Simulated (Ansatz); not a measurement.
Cu Kα1 powder pattern (kinematic, no thermal factors).
```csv
2θ (°),relative intensity,assignment
15.87,7,1 1 1
18.34,4,2 0 0
26.05,3,2 2 0
30.65,5,3 1 1
32.05,100,2 2 2
37.18,50,4 0 0
40.66,2,3 3 1
41.76,2,4 2 0
45.96,2,4 2 2
48.93,2,5 1 1
53.59,34,4 4 0
56.26,2,5 3 1
57.13,1,6 0 0
63.83,40,6 2 2
67.03,11,4 4 4
75.49,1,7 3 1
79.22,5,8 0 0
88.02,17,6 6 2
```

The pattern is computed from a structure relaxed with Ansatz 0.2.0, DFT PBE, scalar-relativistic, plane waves, PAW. No spin polarisation. Its elements are N, Y.

Task: Give the structure.

Result: Y₇N.
Space group Fm-3m (No. 225). a = 9.665 Å, b = 9.665 Å, c = 9.665 Å, α = 90.00°, β = 90.00°, γ = 90.00°
| atom | site | symmetry | x | y | z |
| --- | --- | --- | --- | --- | --- |
| Y | 24d | m.mm | 0.2500 | 0.2500 | 0.0000 |
| Y | 4b | m-3m | 0.5000 | 0.0000 | 0.0000 |
| N | 4a | m-3m | 0.0000 | 0.0000 | 0.0000 |

A pattern alone doesn't exclude other cells with like lines; this is the one computed.

The structure comes from a generated guess; another structure or a mixture of phases may lie lower.
